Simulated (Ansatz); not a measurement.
Input:

SrO (rock salt)

```cif
data_O4Sr4
_chemical_formula_sum 'O4 Sr4'
_space_group_name_H-M_alt 'Fm-3m'
_space_group_IT_number 225
_space_group_name_Hall '-F 4 2 3'
_cell_length_a 5.15993
_cell_length_b 5.15993
_cell_length_c 5.15993
_cell_angle_alpha 90.000
_cell_angle_beta 90.000
_cell_angle_gamma 90.000
loop_
_atom_site_label
_atom_site_type_symbol
_atom_site_symmetry_multiplicity
_atom_site_Wyckoff_symbol
_atom_site_fract_x
_atom_site_fract_y
_atom_site_fract_z
_atom_site_occupancy
O1 O 4 a 0.00000 0.00000 0.00000 1
Sr1 Sr 4 b 0.50000 0.50000 0.50000 1
```
(The calculation used a cell of 2 atoms; values per cell refer to that cell.)

Equation-of-state scan: isotropic scaling of the cell above, V₀ being its volume. Symmetry pins the atoms to their sites.

Level of theory: r2SCAN (plane waves to 500 eV, PAW, scalar-relativistic; Ansatz, a first-principles code). k mesh 11×11×11 (Γ-centred), Fermi-Dirac smearing 0.05 eV. Energies are smeared free energies. Compression counts positive. SrO was relaxed with its symmetry unable to fall. The zero of ΔE is the relaxed starting cell.

The scan covers V/V₀ from 0.900 to 1.100 in 11 points.

Q: What is ΔE at V/V₀ = 0.900?

A: 60.7 meV/atom.

Q: What is ΔE at V/V₀ = 1.100?

A: 42.2 meV/atom.

Q: What pressure does the cell carry at V/V₀ = 0.900?

A: 12.5 GPa.

(Under strain, the slope of the energy per volume gives the stress and its curvature an elastic modulus.)
